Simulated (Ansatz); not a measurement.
Q: VO₂ (rutile, P4_2/mnm) is relaxed with PBE in the plane-wave PAW code Ansatz. What lattice parameters of the conventional cell result?

A: a = 4.584 Å, c = 2.838 Å.

These are the values of the symmetrised cell.

Q: Give the free coordinates with the occupied sites.

A: In one choice of origin and axes:

```json
[
 {"atom": "O", "site": "4f", "symmetry": "m.2m", "x": "0.3001", "y": "0.3001", "z": "0.0000"},
 {"atom": "V", "site": "2a", "symmetry": "m.mm", "x": "0.0000", "y": "0.0000", "z": "0.0000"}
]
```

Q: Is it a metal or does it have a gap at this level?

A: No gap at this level.

This is a known high-temperature phase of the composition, computed here at zero pressure and temperature. Symmetry was held in the PBE relaxation; its stability against distortions is not shown here. Magnetic state: ferromagnetic, chosen from 5 collinear starts compared on coarse meshes (ties went to the first, and starts can fall back to one state), not a proven ground state. No Hubbard U is applied. The compound may be a true metal, but semilocal functionals without U, or a wrong spin order, can also close a gap.

Potentials: the later of the program's two PAW sets.
